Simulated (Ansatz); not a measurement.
Relaxed-ion elastic tensor of Cs (bcc (W type), Im-3m) in GPa (Voigt order), PBEsol (plane waves, PAW; program Ansatz); density 2.03 g/cm³, 108.63 Å³ per atom.

```
2.3  1.9  1.9  0.0  0.0  0.0
1.9  2.3  1.9  0.0  0.0  0.0
1.9  1.9  2.3  0.0  0.0  0.0
0.0  0.0  0.0  1.6  0.0  0.0
0.0  0.0  0.0  0.0  1.6  0.0
0.0  0.0  0.0  0.0  0.0  1.6
```

Problem. Is the crystal mechanically stable?

Solution. Yes: the smallest eigenvalue of C is 0.4 GPa.

Problem. Work out the Voigt, Reuss and Hill averages.

Solution. K_V = 2.0, K_R = 2.0, K_H = 2.0; G_V = 1.1, G_R = 0.4, G_H = 0.7 GPa.

Problem. Give Young's modulus, Poisson's ratio, Pugh's ratio and the universal anisotropy index.

Solution. E = 9KG/(3K + G) = 2.0 GPa; ν = 0.34; K/G = 2.74 (ductile by the Pugh limit of 1.75); A_U = 5G_V/G_R + K_V/K_R − 6 = 7.38.

Problem. Estimate the sound speeds and the Debye temperature.

Solution. v_l = √((K + 4G/3)/ρ) = 1220 m/s, v_t = √(G/ρ) = 604 m/s, mean 678 m/s; Θ = (h/k)(3n/4πV)^(1/3) v_m = 42.3 K.

Problem. Give the Zener ratio and Young's modulus along [100], [110] and [111].

Solution. A = 2C44/(C11 − C12) = 8.02; 1/E = S11 − 2(S11 − S12 − S44/2)Γ with Γ = 0, 1/4, 1/3 gives 0.6, 1.6, 3.8 GPa.

The cell was relaxed with PBEsol under the symmetry of its start. As this level gives no gap, shear constants depend on the k-mesh and smearing (Fermi–Dirac, 0.1 eV here). Scalar-relativistic: spin–orbit coupling is off unless named, which matters more the heavier the elements.

Potentials: the earlier of the program's two PAW sets. The files were generated under PBE; for other functionals the program regenerates the frozen cores, and for LDA and PBEsol the local potential too.
